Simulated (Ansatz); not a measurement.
**C (R-3m), work and stress of cleavage**

Computed with DFT r2SCAN, scalar-relativistic, plane waves, PAW (Ansatz 0.2.0). Cutoff 500 eV, Γ-centred 15×15×3 k-points, Gaussian smearing of 0.05 eV. No spin polarisation. Energies are free energies at this smearing, counted from the undisturbed cell; pressure is positive in compression.

The starting cell (relaxed at this level):

```
CELL_PARAMETERS angstrom
-2.45583 0.00000 0.00000
-1.22792 -2.12681 0.00000
0.00000 0.00000 10.55723
ATOMIC_POSITIONS crystal
C 0.66667 0.66667 0.16663
C 0.00000 0.00000 0.83329
C 0.33333 0.33333 0.49996
C 0.66667 0.66667 0.83334
C 0.00000 0.00000 0.50001
C 0.33333 0.33333 0.16667
```

The cell holds layers and no dispersion correction was added, so their binding is poorly described.

The cut lies on the cell's a–b face, a (0 0 1) plane (indices in the standard cell, whose axes needn't be the Cartesian ones shown) of area 5.22 Å², between layers 3.52 Å apart. Vector c is lengthened by d along the normal with the atoms' Cartesian places fixed: one unrelaxed cut a cell. The traction is positive where the two halves pull on each other.

```csv
d (Å),energy (J/m²),traction (GPa)
-0.30,0.043,-3.58
-0.15,0.008,-1.26
0.00,0.000,0.05
0.25,0.015,0.93
0.50,0.040,1.02
0.75,0.064,0.84
1.00,0.082,0.60
1.50,0.102,0.25
3.00,0.114,0.01
```

Q: What are the work of separation and the cleavage stress, and do they fit the universal binding curve?

A: The energy levels off near W ≈ 0.114 J/m² (the traction is down to 0.01 GPa), the energy of the two unrelaxed faces, 0.057 J/m² each on average. The largest sampled traction is 1.02 GPa at d = 0.50 Å, and a parabola through it and its two neighbours peaks at σ_max ≈ 1.02 GPa, d ≈ 0.46 Å. The curve E = W[1 − (1 + d/ℓ)exp(−d/ℓ)] peaks in traction at d = ℓ with σ_max = W/(eℓ); with 1 J/m² per Å = 10 GPa this W and σ_max give ℓ = 0.41 Å. A parabola through that curve at the same three d peaks at 0.45 Å, against 0.46 Å here, a fair fit. Real crystals break at far lower stress, because cracks concentrate it.

The crystal is built of layers, and the cut parts neighbours that are weakly bound and not described well without a dispersion correction.

The cut is rigid; relaxing the faces lowers these energies and usually the stresses.

Cost: 9 runs of about 2.4 core-minutes in all, on Intel Xeon Platinum 8175M (Skylake/Cascade Lake) (shared hosts).